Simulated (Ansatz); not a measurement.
Consider a crystal of KSiSe3 in space group P4/mbm (No. 127), with K on 2c; Si on 2a; Se on 4g and 2b. The guess for KSiSe3 was made by a generator: perovskite family, tilts a0a0c+ (A site K; B site Si; X site Se).

Level of theory: DFT PBE, scalar-relativistic, plane waves, PAW in Ansatz. Cutoff 420 eV, Γ-centred mesh, Gaussian smearing, no spin polarisation.

Energies over the elements count from the elements' standard structures at the same level, with no fitted energy shifts.

**Question.** Predict the relaxed structure.

**Answer.**

Space group P4/mbm (No. 127). a = 6.908 Å, b = 6.908 Å, c = 5.181 Å, α = 90.00°, β = 90.00°, γ = 90.00°
| atom | site | symmetry | x | y | z |
| --- | --- | --- | --- | --- | --- |
| K | 2c | m.mm | 0.0000 | 0.5000 | 0.5000 |
| Si | 2a | 4/m.. | 0.5000 | 0.5000 | 0.0000 |
| Se | 4g | m.2m | 0.7972 | 0.2972 | 0.0000 |
| Se | 2b | 4/m.. | 0.5000 | 0.5000 | 0.5000 |

K has 8 Se at 3.26–3.45 Å and 4 Se at 3.89 Å; Si has 6 Se at 2.49–2.59 Å; Se on a site of symmetry m2m is surrounded by 2 Si at 2.49 Å and 2 K at 3.26 Å; Se on a site of symmetry 4/m has 2 Si at 2.59 Å and 4 K at 3.45 Å. Another local minimum with the same sites may exist.

**Question.** Where does its energy lie, and is it a metal?

**Answer.** The formation energy is −0.28 eV/atom and the gap on the 6×6×8 mesh of the 10-atom cell is 0 eV (a metal). A negative formation energy is needed for stability but isn't enough: competing phases decide.

The last run used Gaussian smearing of 0.10 eV. The cell is a metal run without spin; a magnetic state may lie lower. The reference form of Se is held partly by dispersion forces, which this level lacks. A structure relaxed within its symmetry needn't be a true minimum.
